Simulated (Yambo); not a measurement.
**Optical response of SiO$_{2}$**

```xyz
12
Lattice="5.0691 0.0000 0.0000 -2.5345 4.3899 0.0000 0.0000 0.0000 8.5585" Properties=species:S:1:pos:R:3 pbc="T T T"
O     -1.0677     1.8493     0.0000
O      2.9337     0.0000     4.2792
O      1.4668     2.5406     0.0000
O     -1.4668     2.5406     4.2792
O      2.1354     0.0000     0.0000
O      1.0677     1.8493     4.2792
O      2.5345     1.4633     6.4189
O      0.0000     2.9266     2.1396
Si     2.5345     1.4633     8.0204
Si     0.0000     2.9266     3.7412
Si     2.5345     1.4633     4.8173
Si     0.0000     2.9266     0.5381
```

Yambo, RPA with local fields on PBEsol bands; 6×6×2 mesh, 143 bands, 3 Ry local-field block, 0.2 eV broadening; field along z.

```csv
E (eV),Im ε,Re ε,"Im ε, independent particles"
0.0,0.00,2.09,0.00
0.5,0.00,2.09,0.00
1.0,0.00,2.10,0.00
1.5,0.00,2.11,0.01
2.0,0.01,2.12,0.01
2.5,0.01,2.14,0.01
3.0,0.01,2.16,0.01
3.5,0.01,2.19,0.01
4.0,0.02,2.23,0.02
4.5,0.02,2.27,0.02
5.0,0.02,2.32,0.03
5.5,0.03,2.39,0.04
6.0,0.04,2.48,0.05
6.5,0.06,2.61,0.07
7.0,0.10,2.78,0.11
7.5,0.23,3.06,0.25
8.0,0.65,3.24,0.70
8.5,0.88,3.57,0.98
9.0,1.59,3.43,1.79
9.5,2.58,2.86,2.89
10.0,2.56,1.97,2.79
10.5,2.02,1.17,2.08
11.0,1.44,1.35,1.55
11.5,1.33,1.59,1.75
12.0,1.47,1.46,1.86
12.5,1.27,1.18,1.35
13.0,1.05,1.51,1.21
13.5,1.37,1.71,1.56
14.0,1.43,1.55,1.61
14.5,1.68,1.66,2.19
15.0,1.85,0.93,2.31
15.5,1.45,0.79,1.75
16.0,1.46,1.01,1.87
16.5,1.48,0.73,1.80
17.0,1.25,0.50,1.38
17.5,1.05,0.71,1.20
18.0,1.08,0.50,1.24
18.5,0.93,0.59,1.33
19.0,0.86,0.62,1.38
19.5,0.86,0.61,1.17
20.0,0.84,0.57,1.07
```

Peak heights and small wiggles depend on the k mesh. Convergence of the RPA response with its 6×6×2 mesh was not tested. No excitonic effects at this level.

Geometry of the Materials Project entry, not relaxed at this level.

This is not the ordinary phase of the substance; no match was found in the copy of COD used, and its stability was not checked.
